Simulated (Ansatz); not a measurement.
Li: what symmetry allows forces and stress to be

```
Li
1.0
     4.51845    0.00000    0.00000
     0.00000    4.51845    0.00000
     0.00000    0.00000    4.51845
Li
4
Cartesian
  3.8053 0.7132 2.9724
  1.5461 1.5461 1.5461
  0.7132 2.9724 3.8053
  2.9724 3.8053 0.7132
```

Theory: DFT PBEsol, scalar-relativistic, plane waves, PAW in Ansatz.

Settings: cutoff 420 eV, Γ-centred mesh 10×10×10 on the computed 4-atom cell, Gaussian smearing of 0.10 eV; no spin polarisation.

This distorted cell has space group P2_13, with 12 operations.

**Question.** Without a calculation: in which directions can each atom feel a force?

**Answer.** A force must be left unchanged by every operation that keeps its atom in place, so it lies in the space that those operations leave fixed. Atoms that the group maps onto each other feel forces of one size.
```json
{"atom": "Li1", "site symmetry": ".3.", "operations at the site": "3", "equivalent to atom": "1", "allowed force (Cartesian)": "along (-0.58, 0.58, 0.58)"}
{"atom": "Li2", "site symmetry": ".3.", "operations at the site": "3", "equivalent to atom": "1", "allowed force (Cartesian)": "along (0.58, 0.58, 0.58)"}
{"atom": "Li3", "site symmetry": ".3.", "operations at the site": "3", "equivalent to atom": "1", "allowed force (Cartesian)": "along (0.58, 0.58, -0.58)"}
{"atom": "Li4", "site symmetry": ".3.", "operations at the site": "3", "equivalent to atom": "1", "allowed force (Cartesian)": "along (-0.58, 0.58, -0.58)"}
```

That leaves 1 independent force component of 12. A relaxation in this cell that keeps the symmetry moves the atoms in these directions alone.

**Question.** And the stress tensor?

**Answer.** It must be invariant under the point group, which leaves 1 independent component: yz, xz, xy vanish; xx = yy, xx = zz, yy = zz.

**Question.** Do the computed values obey this?

**Answer.** Yes. Forces (eV/Å):
```
Li1 -0.176  0.176  0.176
Li2 -0.176 -0.176 -0.176
Li3  0.176  0.176 -0.176
Li4  0.176 -0.176  0.176
```

Stress (GPa, compression positive, xx yy zz yz xz xy): -0.49 -0.49 -0.49 0.00 0.00 0.00. The program imposes the same operations on density, forces and stress, so this confirms the analysis and is no independent test of the calculation.

This form isn't the element's structure at ambient conditions.